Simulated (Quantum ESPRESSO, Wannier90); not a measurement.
Wannierisation of Li2S (anti-fluorite)

```xyz
3
Lattice="0.0000 2.8352 2.8352 2.8352 0.0000 2.8352 2.8352 2.8352 0.0000" Properties=species:S:1:pos:R:3 pbc="T T T"
Li    -1.4176    -1.4176    -1.4176
Li     1.4176     1.4176     1.4176
S      0.0000     0.0000     0.0000
```

Structure: Materials Project mp-1153, symmetrised, not relaxed again. COD (Crystallography Open Database) has an entry of this formula and space group (matched by these alone). Level: PBEsol, no spin polarisation, no spin-orbit coupling; pw.x of Quantum ESPRESSO at 60 Ry with PseudoDojo potentials, 10×10×10 k-points, Wannier90. Density: 10×10×10 mesh, cold smearing 0.01 Ry.

A tight-binding model is made by disentanglement and projection with no localisation steps (num_iter = 0), so the 12 orbitals stay atom-like: hydrogen-like Li: s;p; S: s;p, axes along x, y, z; frozen window up to 4.71 eV relative to the valence-band maximum. It follows pw.x to 7.3 meV rms for states up to 4.2 eV relative to the valence-band maximum. Matrix elements depend on this choice of orbitals and windows.

Question: What are the on-site energies relative to the valence-band maximum, and how fast do the hoppings decay?

Answer: 
```json
[
 {"atom": "Li1", "orbitals": "s", "energy (eV)": "9.00"},
 {"atom": "Li1", "orbitals": "pz px py", "energy (eV)": "9.95"},
 {"atom": "Li2", "orbitals": "s", "energy (eV)": "9.00"},
 {"atom": "Li2", "orbitals": "pz px py", "energy (eV)": "9.95"},
 {"atom": "S3", "orbitals": "s", "energy (eV)": "-8.60"},
 {"atom": "S3", "orbitals": "pz px py", "energy (eV)": "1.54"}
]
```

| distance of the centres (Å) | largest modulus (eV) |
|---|---|
| 2–3 | 2.2 |
| 4–5 | 0.49 |
| 5–6 | 0.26 |
| 6–7 | 0.031 |
| 7–8 | 0.010 |
| 8–9 | 0.032 |
| 9–10 | 0.016 |
| 10–11 | 0.0027 |
| 11–12 | 0.0043 |
| 12–13 | 0.0030 |
